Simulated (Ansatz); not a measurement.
## Cu$_{3}$Pd: pressure against volume, fitted

```
CELL_PARAMETERS angstrom
3.72200 0.00000 0.00000
0.00000 3.72200 0.00000
0.00000 0.00000 3.72200
ATOMIC_POSITIONS crystal
Cu 0.00000 0.50000 0.50000
Cu 0.50000 0.00000 0.50000
Cu 0.50000 0.50000 0.00000
Pd 0.00000 0.00000 0.00000
```

Atom numbers follow the list: Cu1, Cu2, Cu3, Pd4.

The geometry is COD entry 1524619, unchecked; take it as a test cell. It differs from other determinations.

Spin polarisation is left out, and whether a magnetic state lies lower isn't shown here.

Theory: DFT, PBEsol, all-electron LAPW, scalar-relativistic (Ansatz 0.2.0).

Settings: a Γ-centred 9×9×9 k mesh, Fermi–Dirac smearing of 0.05 eV, basis error target 0.5 meV/atom, no spin polarisation.

The cell is scaled evenly. Fractional coordinates are held (clamped ions).

| V (Å³/atom) | P (GPa) |
| --- | --- |
| 12.117 | 1.32 |
| 12.633 | -5.57 |
| 12.762 | -7.02 |
| 12.890 | -8.39 |
| 13.019 | -9.67 |
| 13.148 | -10.86 |
| 13.406 | -13.03 |
| 13.664 | -14.92 |

**Question.** Fit a third-order Birch–Murnaghan curve to the pressures.

**Answer.** P = (3B0/2)(y^(7/2) − y^(5/2))[1 + (3/4)(B0′ − 4)(y − 1)] with y = (V0/V)^(2/3) fits within 0.01 GPa for V0 = 12.206 Å³/atom, B0 = 177.1 GPa and B0′ = 5.19.

**Question.** Predict the pressure at the withheld volume, 12.375 Å³/atom.

**Answer.** There y = 0.9909, so the fit gives -2.35 GPa; the run gave -2.35 GPa.
